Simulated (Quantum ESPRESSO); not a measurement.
# Band energies of BN

```
BN
1.0
    2.50536     0.00000     0.00000
   -1.25268     2.16970     0.00000
    0.00000     0.00000     6.61027
B N
2 2
Direct
  0.33333   0.66667   0.25000
  0.66667   0.33333   0.75000
  0.33333   0.66667   0.75000
  0.66667   0.33333   0.25000
```

PBEsol (pw.x of Quantum ESPRESSO, ONCV potentials, scalar-relativistic); path ΓMKΓALHA,LM,KH; energies in eV from the valence-band maximum.

| k (1/Å) | point | band 4 | band 5 | band 6 | band 7 | band 8 | band 9 | band 10 | band 11 |
|---|---|---|---|---|---|---|---|---|---|
| 0.00 | Γ | -4.11 | -1.34 | -1.34 | -1.30 | -1.30 | 5.08 | 10.18 | 11.56 |
| 0.45 |  | -3.55 | -3.07 | -3.03 | -2.13 | -2.08 | 5.85 | 9.79 | 11.04 |
| 1.00 |  | -7.09 | -3.70 | -3.63 | -3.31 | -1.54 | 6.47 | 7.42 | 8.20 |
| 1.45 | M | -8.88 | -4.18 | -4.11 | -1.51 | -0.45 | 4.15 | 5.60 | 9.46 |
| 1.57 |  | -8.86 | -4.31 | -4.24 | -1.48 | -0.43 | 4.18 | 5.58 | 9.63 |
| 2.16 |  | -8.01 | -6.96 | -6.92 | -0.38 | -0.01 | 4.68 | 4.98 | 10.68 |
| 2.28 | K | -7.88 | -7.16 | -7.16 | -0.13 | -0.13 | 4.79 | 4.79 | 10.51 |
| 2.70 |  | -7.61 | -5.91 | -5.86 | -1.85 | -0.49 | 5.49 | 6.08 | 10.33 |
| 3.22 |  | -4.83 | -4.66 | -3.45 | -3.40 | -2.64 | 7.04 | 8.83 | 9.19 |
| 3.64 |  | -3.83 | -2.23 | -2.21 | -1.79 | -1.75 | 5.48 | 10.01 | 11.46 |
| 3.96 | Γ | -4.11 | -1.34 | -1.34 | -1.30 | -1.30 | 5.08 | 10.18 | 11.56 |
| 4.19 |  | -4.52 | -1.34 | -1.34 | -1.31 | -1.31 | 5.79 | 9.30 | 11.58 |
| 4.43 | A | -5.36 | -1.32 | -1.32 | -1.32 | -1.32 | 7.49 | 7.49 | 11.63 |
| 4.72 |  | -5.10 | -2.11 | -2.11 | -1.69 | -1.69 | 7.73 | 7.73 | 11.47 |
| 5.20 |  | -5.48 | -3.56 | -3.56 | -3.09 | -3.09 | 7.95 | 7.95 | 10.12 |
| 5.69 |  | -8.53 | -4.05 | -4.05 | -1.35 | -1.35 | 5.14 | 5.14 | 9.88 |
| 5.88 | L | -8.93 | -4.14 | -4.14 | -0.96 | -0.96 | 4.63 | 4.63 | 9.88 |
| 6.19 |  | -8.75 | -4.97 | -4.97 | -0.74 | -0.74 | 4.68 | 4.68 | 11.08 |
| 6.61 |  | -8.06 | -6.99 | -6.99 | -0.10 | -0.10 | 4.59 | 4.59 | 11.83 |
| 6.71 | H | -7.97 | -7.17 | -7.17 | -0.04 | -0.04 | 4.56 | 4.56 | 11.75 |
| 7.09 |  | -7.77 | -6.09 | -6.09 | -0.96 | -0.96 | 5.40 | 5.40 | 11.98 |
| 7.55 |  | -5.53 | -3.94 | -3.94 | -3.26 | -3.26 | 7.87 | 7.87 | 10.76 |
| 8.02 |  | -4.94 | -2.52 | -2.52 | -1.95 | -1.95 | 7.87 | 7.87 | 11.54 |
| 8.39 | A | -5.36 | -1.32 | -1.32 | -1.32 | -1.32 | 7.49 | 7.49 | 11.63 |
| 8.39 | L | -8.93 | -4.14 | -4.14 | -0.96 | -0.96 | 4.63 | 4.63 | 9.88 |
| 8.86 | M | -8.88 | -4.18 | -4.11 | -1.51 | -0.45 | 4.15 | 5.60 | 9.46 |
| 8.86 | K | -7.88 | -7.16 | -7.16 | -0.13 | -0.13 | 4.79 | 4.79 | 10.51 |
| 9.34 | H | -7.97 | -7.17 | -7.17 | -0.04 | -0.04 | 4.56 | 4.56 | 11.75 |

The PBEsol gap is indirect, 4.15 eV, from 6 % of the way from K to Γ to M; the smallest direct gap is 4.59 eV. Another valence extremum on the path lies within 0.02 eV, too close to call.

Geometry relaxed with PBE+D3(BJ).
